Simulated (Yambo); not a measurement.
Yambo run on NaCoO2 (space group P6_3/mmc, No. 194). The wavefunctions come from this Quantum ESPRESSO step (PBEsol, PseudoDojo standard norm-conserving files, scalar-relativistic):

```
&CONTROL
  calculation = 'nscf'
  pseudo_dir = './pseudo'
  outdir = './out'
/
&SYSTEM
  ibrav = 0
  nat = 8
  ntyp = 3
  ecutwfc = 96.0
  ecutrho = 384.0
  occupations = 'fixed'
  force_symmorphic = .true.
  nbnd = 162
/
&ELECTRONS
  conv_thr = 8e-09
  diago_full_acc = .true.
  diago_thr_init = 1e-08
/
ATOMIC_SPECIES
O 15.9990 O.upf
Na 22.9898 Na.upf
Co 58.9332 Co.upf
CELL_PARAMETERS angstrom
  2.877190160000   0.000000000000   0.000000000000
 -1.438595080000   2.491719770000   0.000000000000
  0.000000000000   0.000000000000  10.389860000000
ATOMIC_POSITIONS crystal
O   0.333333333000   0.666666667000   0.404820000000
O   0.666666667000   0.333333333000   0.595180000000
O   0.666666667000   0.333333333000   0.904820000000
O   0.333333333000   0.666666667000   0.095180000000
Na   0.666666667000   0.333333333000   0.250000000000
Na   0.333333333000   0.666666667000   0.750000000000
Co   0.000000000000   0.000000000000   0.500000000000
Co   0.000000000000   0.000000000000   0.000000000000
K_POINTS automatic
6 6 1 0 0 0
```

Yambo input:

```
rim_cut
gw0
dyson
el_el_corr
HF_and_locXC
ppa
em1d
RandQpts= 1000000
RandGvec= 1 Ry
EXXRLvcs= 96 Ry
VXCRLvcs= 384 Ry
Chimod= "HARTREE"
% BndsRnXp
 11 | 161 |
%
NGsBlkXp= 8 Ry
% LongDrXp
 1.0 | 1.0 | 1.0 |
%
PPAPntXp= 27.2114 eV
% GbndRnge
 1 | 161 |
%
GTermKind= "BG"
DysSolver= "n"
ExtendOut
% QPkrange
 1 | 1 | 38 | 39 |
 2 | 2 | 38 | 39 |
 3 | 3 | 38 | 39 |
 4 | 4 | 38 | 39 |
 7 | 7 | 38 | 39 |
%
```

k points by index: 1 = Γ, 2 = (0, 0.167, 0), 3 = (0, 0.333, 0), 4 = M, 7 = K.

Table of the .qp output:

```
#    K-point    Band    Eo [eV]    E [eV]    E-Eo [eV]    Vxc [eV]    Vnlxc [eV]    Sc|Eo [eV]    Sc|E [eV]    dSc/dw|Eo [eV]    Re(Z)    Im(Z)
#
    1    38    -0.089619    0.056061    0.145680    -27.74171    -34.95092    7.414108    7.354887    -11.07951    0.710643    -0.002023
    1    39    1.805412    2.830747    1.025335    -27.29412    -21.58191    -4.286565    -4.686876    -10.62517    0.719177    0.002051
    2    38    0.000000    0.161853    0.161853    -28.06566    -35.15444    7.316208    7.250629    -11.04070    0.711365    -0.001981
    2    39    0.994356    1.957068    0.962712    -26.12912    -20.50534    -4.301800    -4.661074    -10.15340    0.728258    -0.001898
    3    38    -0.178316    0.001266    0.179582    -28.84529    -36.30192    7.711279    7.636206    -11.39109    0.704907    -0.002120
    3    39    0.832783    1.838751    1.005968    -26.96135    -20.92309    -4.648058    -5.032292    -10.39188    0.723639    -0.001888
    4    38    -0.335421    -0.154431    0.180990    -29.11300    -36.94321    8.088511    8.011198    -11.64139    0.700364    -0.002265
    4    39    1.263049    2.305844    1.042795    -27.97232    -21.65311    -4.858013    -5.276408    -10.91589    0.713692    -0.002115
    7    38    -0.254190    -0.098072    0.156118    -28.78215    -36.25341    7.692415    7.627380    -11.35380    0.705588    -0.002167
    7    39    1.159830    2.224093    1.064262    -27.69447    -21.22385    -4.983979    -5.406362    -10.79765    0.715913    -0.002121
```
(The two width columns are left out.) Convergence of these settings isn't established.

Geometry of the Materials Project entry, not relaxed at this level.

The structure is a Materials Project entry; no match was found in the copy of COD used, and its stability was not checked.

The runs are not spin-polarised; magnetic order was not tried.
